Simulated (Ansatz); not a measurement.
CaSi2S4, before and after

Recipe of this trial structure of CaSi2S4: 4-connected net, bridging atoms on its edges, guests in its cages (I4/mmm, No. 139) (guest Ca). The dimensions are guesses.

start.xyz

```xyz
14
Lattice="-5.2067 5.2067 3.1249 5.2067 -5.2067 3.1249 5.2067 5.2067 -3.1249" Properties=species:S:1:pos:R:3 pbc="T T T"
Ca    0.0000    5.2067    1.5625
Ca    5.2067    0.0000    1.5625
Si    1.8796    1.8796    3.1249
Si    3.3271    3.3271    0.0000
Si    1.8796   -1.8796    3.1249
Si   -1.8796    1.8796    3.1249
S     2.6033    2.6033    1.5625
S     2.6033    2.6033   -1.5625
S     1.8796    0.0000    3.1249
S     0.0000    1.8796    3.1249
S     5.2067    3.3271    0.0000
S     3.3271    5.2067    0.0000
S     2.6033   -2.6033    1.5625
S    -2.6033    2.6033    1.5625
```

Theory: DFT PBE, scalar-relativistic, plane waves, PAW (Ansatz 0.2.0). Cutoff 420 eV, Gaussian smearing, Γ-centred meshes. Cell and atoms relax first on a coarse mesh and then on a finer one. In between, the cell is made exact in the group found at 0.06 Å. In metals the finer mesh still leaves noise of several meV/atom or more. The steps can't lower the symmetry of their start. No spin polarisation.

end.xyz

```xyz
14
Lattice="-4.6225 4.6225 4.5833 4.6225 -4.6225 4.5833 4.6225 4.6225 -4.5833" Properties=species:S:1:pos:R:3 pbc="T T T"
Ca    0.0000    4.6225    2.2917
Ca    4.6225    0.0000    2.2917
Si    2.0845    2.0845    4.5833
Si    2.5379    2.5379    0.0000
Si    2.0845   -2.0845    4.5833
Si   -2.0845    2.0845    4.5833
S     2.3112    2.3112    2.2917
S     2.3112    2.3112   -2.2917
S     2.8549    0.0000    4.5833
S     0.0000    2.8549    4.5833
S     4.6225    1.7676    0.0000
S     1.7676    4.6225    0.0000
S     2.3112   -2.3112    2.2917
S    -2.3112    2.3112    2.2917
```

The symmetry stays I4/mmm (No. 139). The volume per atom grows by 15.6 %, from 24.2 to 28.0 Å³. The shortest distance goes from 1.87 Å (Si–S) to 2.22 Å (Si–S). The ratio c/a of the conventional cell changes by a factor of 1.65. The energy falls by about 1.6 eV/atom (the start's value is from the coarse mesh). The end is written in a standard setting, so origin, axes and order of atoms can differ from the start's.

```yaml
Volume_per_atom: 27.98 Å³
Density: 1.90 g/cm³
Energy_over_the_elements: −0.57 eV/atom
Gap_on_the_6×6×6_mesh_of_the_14-atom_cell: 0 eV (a metal)
```

Formation energies are uncorrected and refer to the elements' standard structures at the same level. It lies below the elements, which doesn't yet make it stable against other compounds or structures.

The last run used Gaussian smearing of 0.10 eV. The reference form of S is held partly by dispersion forces, which this level lacks. A structure relaxed within its symmetry needn't be a true minimum. In all, the 3 runs took 18 min on 1 thread of Intel(R) Xeon(R) Processor @ 2.50GHz (Skylake/Cascade Lake), on a shared host.
